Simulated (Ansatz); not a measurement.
Task: Each is relaxed and computed with HSE06 in the plane-wave PAW code Ansatz. Which is the only metal?
A. SiSe2, anatase
B. SiGe, wurtzite
C. SiO2, rutile
D. V3Si, A15 (Cr3Si type)

Result: D, V3Si, A15 (Cr3Si type). V3Si: metal; SiGe: gap 0.98 eV (indirect); SiO2: gap 7.77 eV (direct); SiSe2: gap 1.10 eV (indirect). Spin orders computed, not proven ground states: V3Si, A15 (Cr3Si type) ferromagnetic. Constructed cells (a structure type filled with these elements, in neither database checked): SiSe2, anatase. Built on a structure type that need not be the filed one of that space group: SiGe, wurtzite. Not the usual ambient phase: SiO2, rutile. Standing as an ambient phase not checked: SiGe, wurtzite. All cells were relaxed under the symmetry of their starts (and spin orders); stability against distortions was not tested throughout. Scalar-relativistic: spin–orbit coupling is off unless named, which matters more the heavier the elements.

Potentials: the later of the program's two PAW sets.
